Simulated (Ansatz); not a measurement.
GeSe in space group Pmn2_1 (No. 31; Ge on 2a, Se on 2a), PBE+D3(BJ) (plane waves, PAW; program Ansatz), all energies at zero smearing, with the estimated change up to a 700 eV cutoff added, with one set of potentials and settings (totals compare only within such a set). Cell of 4 atoms (2 Ge, 2 Se): -19530.455 eV.

```csv
element,reference phase,E (eV/atom)
Ge,"Fd-3m, 2 atoms in the cell",-4295.2765
Se,"P3_121, 3 atoms in the cell",-5469.4170
```

Formation energy per atom, worked out: (-19530.455 − 2×(-4295.2765) − 2×(-5469.4170))/4 = -0.267 eV/atom (-26 kJ per mol of atoms), at 0 K, without zero-point energy or fitted corrections.

The start of the workflow was typed in or built on a structure type; neither database checked (COD, Materials Project) lists it. It is not the phase usual at ambient conditions (space group No. 62). Symmetry was held in the PBE+D3(BJ) relaxation; its stability against distortions is not shown here. The volume moved by -20 % from the start of the relaxation. The references are the lowest solids computed at this level, not always the standard phases.

Potentials: the earlier of the program's two PAW sets.
